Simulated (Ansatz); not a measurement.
# SiO$_{2}$: do energies and stresses tell the same story?

Theory: DFT r2SCAN, scalar-relativistic, plane waves, PAW (Ansatz).

Cutoff 500 eV; k points 4×4×4 on the computed 15-atom cell (Γ-centred); Gaussian smearing, width 0.02 eV; no spin polarisation.

Relaxed cell: P-4m2, a = 6.911 Å, b = 6.911 Å, c = 6.421 Å, α = 90.00°, β = 90.00°, γ = 90.00°, 15 atoms in the primitive cell. This form isn't the usual stable structure of the compound.

Energies at zero smearing and pressures from the stress tensor, at volumes with shape and atoms relaxed:
```json
{"V (Å³/atom)": "17.992", "E − E(first) (meV/atom)": "0.00", "P (GPa)": "12.24"}
{"V (Å³/atom)": "18.605", "E − E(first) (meV/atom)": "-41.27", "P (GPa)": "9.23"}
{"V (Å³/atom)": "19.219", "E − E(first) (meV/atom)": "-70.35", "P (GPa)": "5.97"}
{"V (Å³/atom)": "19.832", "E − E(first) (meV/atom)": "-87.19", "P (GPa)": "2.86"}
{"V (Å³/atom)": "20.446", "E − E(first) (meV/atom)": "-92.57", "P (GPa)": "0.00"}
{"V (Å³/atom)": "21.059", "E − E(first) (meV/atom)": "-87.48", "P (GPa)": "-2.60"}
{"V (Å³/atom)": "21.672", "E − E(first) (meV/atom)": "-72.98", "P (GPa)": "-4.93"}
{"V (Å³/atom)": "22.490", "E − E(first) (meV/atom)": "-40.75", "P (GPa)": "-7.63"}
```

Question: Check P = −dE/dV between neighbouring volumes, and get the bulk modulus from the pressures alone.

Answer: With 1 eV/Å³ = 160.2 GPa:
```json
{"middle V (Å³/atom)": "18.299", "−ΔE/ΔV (GPa)": "10.780", "mean P (GPa)": "10.735"}
{"middle V (Å³/atom)": "18.912", "−ΔE/ΔV (GPa)": "7.596", "mean P (GPa)": "7.600"}
{"middle V (Å³/atom)": "19.525", "−ΔE/ΔV (GPa)": "4.399", "mean P (GPa)": "4.418"}
{"middle V (Å³/atom)": "20.139", "−ΔE/ΔV (GPa)": "1.405", "mean P (GPa)": "1.429"}
{"middle V (Å³/atom)": "20.752", "−ΔE/ΔV (GPa)": "-1.329", "mean P (GPa)": "-1.304"}
{"middle V (Å³/atom)": "21.366", "−ΔE/ΔV (GPa)": "-3.788", "mean P (GPa)": "-3.766"}
{"middle V (Å³/atom)": "22.081", "−ΔE/ΔV (GPa)": "-6.314", "mean P (GPa)": "-6.277"}
```

The two differ by 0.05 GPa at most. The mean of two end pressures misses the average over a step by about ΔV² P″/12, up to 0.04 GPa here; with that taken off 0.03 GPa remains, from the finite cutoff, the mesh or the relaxation's tolerance. Around V = 20.446 Å³/atom, the two neighbours give B = −V ΔP/ΔV = 20.446 × 5.47 / 1.227 = 91.1 GPa, against B0 = 89.9 GPa from the Birch–Murnaghan fit of the energies.

Cost: 9 runs of about 34 core-minutes in all, on Oxide Virtual Turin-like Processor (Zen 5) (shared hosts).